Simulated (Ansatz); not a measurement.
Computed with DFT PBE, scalar-relativistic, plane waves, PAW, and for the lanthanide a 4f-in-core norm-conserving potential, in Ansatz 0.2.0. Settings of the last relaxation (4-atom cell): 770 eV, 12×12×10 k points, Gaussian smearing of 0.10 eV, no spin polarisation.

Formation energies are uncorrected and refer to the elements' standard structures at the same level (H₂ as a molecule).

Question: Propose a candidate for a hexagonal metal with formula ErH, with a formation energy near −0.35 eV/atom and a density near 9.33 g/cm³, in a cell of 4 atoms.

Answer: ErH, space group P6_3/mmc (No. 194). Around Er lie 6 H at 2.47 Å; H is surrounded by 6 Er at 2.47 Å and 2 H at 2.67 Å.

```
Er H
1.0
     3.59482    0.00000    0.00000
    -1.79741    3.11320    0.00000
     0.00000    0.00000    5.34964
Er H
2 2
Direct
  0.33333 0.66667 0.25000
  0.66667 0.33333 0.75000
  0.00000 0.00000 0.00000
  0.00000 0.00000 0.50000
```

* Volume per atom: 14.97 Å³
* Density: 9.33 g/cm³
* Energy over the elements: −0.35 eV/atom
* Gap on the 12×12×10 mesh of the 4-atom cell: 0 eV (a metal)

It was reached by relaxing an invented guess, and it needn't be the stable form of this composition. Other answers may fit too; this one was computed.

With hydrogen, zero-point motion can shift formation energies by some tens of meV/atom. Symmetry constrained the relaxation, so the result can be a saddle point. Another cell of ErH relaxed alike, in F-43m, lies 55 meV/atom lower, so this cell isn't the stable form at this level.

The lanthanide is trivalent by construction, without f bands, f moments or other valences. The reference runs of the other elements, and any phases without the lanthanide, used 420 eV, which shifts energies against them by under 10 meV/atom. The lanthanide's reference is the lowest of its hcp, dhcp and fcc cells.
